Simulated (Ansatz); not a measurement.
A geometry of Ti3Al away from equilibrium: step 2 of the relaxation of a generated trial cell of Ti3Al in the AFLOW prototype AB3_hR8_148_c_f (D0_5, as in BiI3). These are r2SCAN (plane waves to 500 eV, PAW, scalar-relativistic; Ansatz, a first-principles code) values and carry that method's errors. Γ-centred k-mesh 7×7×7 on the run's cell (coarser than for final values), Fermi–Dirac smearing 0.05 eV. The plane waves were selected for a different cell earlier on the path.

```
CELL_PARAMETERS angstrom
      2.77470     1.60197     5.21576
     -2.77470     1.60197     5.21576
      0.00000    -3.20394     5.21576
ATOMIC_POSITIONS crystal
  Al 0.33337 0.33337 0.33337
  Al 0.66663 0.66663 0.66663
  Ti 0.09708 0.78762 0.40699
  Ti 0.40699 0.09708 0.78762
  Ti 0.78762 0.40699 0.09708
  Ti 0.90292 0.21238 0.59301
  Ti 0.59301 0.90292 0.21238
  Ti 0.21238 0.59301 0.90292
```

Problem. What forces act on the atoms (eV/Å)?

Solution. 
```csv
atom,Fx,Fy,Fz
Al1,0.00,0.00,0.06
Al2,0.00,0.00,-0.06
Ti3,-0.52,0.98,1.32
Ti4,-0.59,-0.94,1.32
Ti5,1.11,-0.04,1.32
Ti6,0.52,-0.98,-1.32
Ti7,0.59,0.94,-1.32
Ti8,-1.11,0.04,-1.32
```

The path ends in R-3 (No. 148). No spin polarisation in the result.

The run could not lose the symmetry of its start, so the end can be a saddle point.

The end of the path is a generated cell of Ti3Al: the first start was made by placing the elements on the sites of a structure type, and the end was not matched to a known phase here, so it may be hypothetical. Known forms of Ti3Al include space group No. 194.
